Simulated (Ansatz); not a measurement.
Bi2Te3 (Bi2Te3 type, space group R-3m)

```
Bi2Te3
1.0
    2.19356     1.26645    10.09527
   -2.19356     1.26645    10.09527
    0.00000    -2.53291    10.09527
Bi Te
2 3
Direct
  0.40015   0.40015   0.40015
  0.59985   0.59985   0.59985
  0.00000   0.00000   0.00000
  0.20935   0.20935   0.20935
  0.79065   0.79065   0.79065
```

In each cell atom 5 (Te, nearest neighbour Bi at 3.068 Å; its periodic images, 4.4 Å or more away, move with it) moves by s·(0.000, 0.000, 1.000) (along Cartesian z), the rest being held.

These are PBE-D3(BJ) (plane waves to 420 eV, PAW, scalar-relativistic; Ansatz, a first-principles code) values and carry that method's errors. k mesh 7×7×7 (Γ-centred), Fermi-Dirac smearing 0.05 eV. Energies are smeared free energies. As the smearing reaches across the gap at some points, energies and forces of such displacements shift with the k mesh and the smearing. Bi2Te3 was relaxed with its symmetry unable to fall. Spin-orbit coupling is left out, though Bi and Te are heavy. The zero of ΔE is the undisplaced structure.

| s (Å) | ΔE (meV/cell) |
|---|---|
| -0.610 | 1077 |
| -0.488 | 698 |
| -0.366 | 395 |
| -0.244 | 175 |
| -0.122 | ? |
| 0.000 | 0 |
| 0.122 | ? |
| 0.244 | ? |
| 0.366 | 319 |
| 0.488 | ? |
| 0.610 | 766 |

**Question.** Fill in the missing entries.

**Answer.** 
- -0.122, ΔE (meV/cell): 43
- 0.122, ΔE (meV/cell): 39
- 0.244, ΔE (meV/cell): 150
- 0.488, ΔE (meV/cell): 530

(A displaced cell: forces are minus the slopes of the energy, force constants its curvatures, and phonons follow from these.)
